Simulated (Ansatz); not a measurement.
TePt:
```cif
data_Pt2Te2
_chemical_formula_sum 'Pt2 Te2'
_space_group_name_H-M_alt 'P 1'
_space_group_IT_number 1
_cell_length_a 4.24074
_cell_length_b 4.24074
_cell_length_c 5.62408
_cell_angle_alpha 90.000
_cell_angle_beta 90.000
_cell_angle_gamma 120.000
loop_
_space_group_symop_operation_xyz
  'x, y, z'
loop_
_atom_site_label
_atom_site_type_symbol
_atom_site_fract_x
_atom_site_fract_y
_atom_site_fract_z
_atom_site_occupancy
Pt1 Pt 0.00000 0.00000 0.00000 1
Pt2 Pt 0.00000 0.00000 0.50000 1
Te1 Te 0.33333 0.66667 0.25000 1
Te2 Te 0.66667 0.33333 0.75000 1
```

Relaxed with r²SCAN.

**Question.** Tabulate the valence density and the electron localisation function along the shortest Pt–Pt contact (2.81 Å), DFT-r²SCAN in the program Ansatz with PAW potentials.

**Answer.** 

```csv
distance from Pt (Å),density (e/Å³),ELF
0.28,10.36,0.68
0.42,8.36,0.68
0.56,5.85,0.64
0.70,3.46,0.55
0.84,1.74,0.43
0.98,0.86,0.32
1.12,0.53,0.26
1.27,0.39,0.26
1.41,0.35,0.28
1.55,0.39,0.26
1.69,0.53,0.26
1.83,0.86,0.32
1.97,1.74,0.43
2.11,3.46,0.55
2.25,5.85,0.64
2.39,8.36,0.68
2.53,10.36,0.68
```

The density is the valence pseudo-density with augmentation charge, so density and ELF within about 1 Å of a nucleus are not all-electron values.

Space group P6_3/mmc (NiAs type). The workflow started from an entry of the Crystallography Open Database (COD), which files this formula under 2 space groups. Its standing as an ambient phase is unchecked. The cell was relaxed with r²SCAN under the symmetry of its start; whether a distortion lowers the energy is not shown. No spin polarisation was allowed. Spin–orbit coupling is left out wherever it is not named.

Potentials: the later of the program's two PAW sets.
